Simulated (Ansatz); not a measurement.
CdS:
```cif
data_Cd4S4
_chemical_formula_sum 'S4 Cd4'
_space_group_name_H-M_alt 'F-43m'
_space_group_IT_number 216
_space_group_name_Hall 'F -4 2 3'
_cell_length_a 5.75654
_cell_length_b 5.75654
_cell_length_c 5.75654
_cell_angle_alpha 90.000
_cell_angle_beta 90.000
_cell_angle_gamma 90.000
loop_
_atom_site_label
_atom_site_type_symbol
_atom_site_symmetry_multiplicity
_atom_site_Wyckoff_symbol
_atom_site_fract_x
_atom_site_fract_y
_atom_site_fract_z
_atom_site_occupancy
S1 S 4 c 0.25000 0.25000 0.25000 1
Cd1 Cd 4 a 0.00000 0.00000 0.00000 1
```
(The calculation used a cell of 2 atoms; values per cell refer to that cell.)

Relaxed with LDA.

Problem. Decompose the optical modes at the zone centre into irreducible representations, and say which are infrared and Raman allowed.

Solution. Point group -43m: Γ_opt = T2. Infrared: T2. Raman: T2.

Problem. Assign frequencies (DFPT, the program Ansatz at the LDA level (PAW); without the LO–TO term).

Solution. T2 244 cm⁻¹.

The cell was relaxed with LDA under the symmetry of its start; phonons on a q-mesh show no instability.

Potentials: the later of the program's two PAW sets.
